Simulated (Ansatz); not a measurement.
Consider the following.

ZrCu:
```cif
data_Cu8Zr8
_chemical_formula_sum 'Zr8 Cu8'
_space_group_name_H-M_alt 'Cm'
_space_group_IT_number 8
_space_group_name_Hall 'C -2y'
_cell_length_a 6.42869
_cell_length_b 8.15760
_cell_length_c 5.32046
_cell_angle_alpha 90.000
_cell_angle_beta 104.688
_cell_angle_gamma 90.000
loop_
_atom_site_label
_atom_site_type_symbol
_atom_site_symmetry_multiplicity
_atom_site_Wyckoff_symbol
_atom_site_fract_x
_atom_site_fract_y
_atom_site_fract_z
_atom_site_occupancy
Zr1 Zr 2 a 0.40621 0.50000 0.00386 1
Zr2 Zr 2 a 0.40838 0.00000 0.97778 1
Zr3 Zr 4 b 0.04794 0.22282 0.59302 1
Cu1 Cu 2 a 0.21862 0.50000 0.44711 1
Cu2 Cu 2 a 0.30278 0.00000 0.43449 1
Cu3 Cu 4 b 0.19581 0.24975 0.15312 1
```
(The calculation used a cell of 8 atoms; values per cell refer to that cell.)

This is the PBEsol-relaxed structure.

**Question.** All from PBEsol in the plane-wave PAW code Ansatz, unless another level is named. Estimate the bulk modulus (Birch–Murnaghan fit).

**Answer.** 128 GPa.

**Question.** Predict the highest zone-centre frequency.

**Answer.** 233 cm⁻¹.

The workflow started from a Materials Project entry (that database holds measured and hypothetical structures alike); the Crystallography Open Database copy checked does not list it. Whether it is the stable phase at ambient conditions was not checked. Symmetry was held in the PBEsol relaxation. At this level the phase is dynamically unstable (imaginary phonons). The run is not spin-polarised. As this level gives no gap, phonon frequencies hold no LO–TO term and depend on the k-mesh and smearing (Fermi–Dirac, 0.1 eV here).

Potentials: the later of the program's two PAW sets.
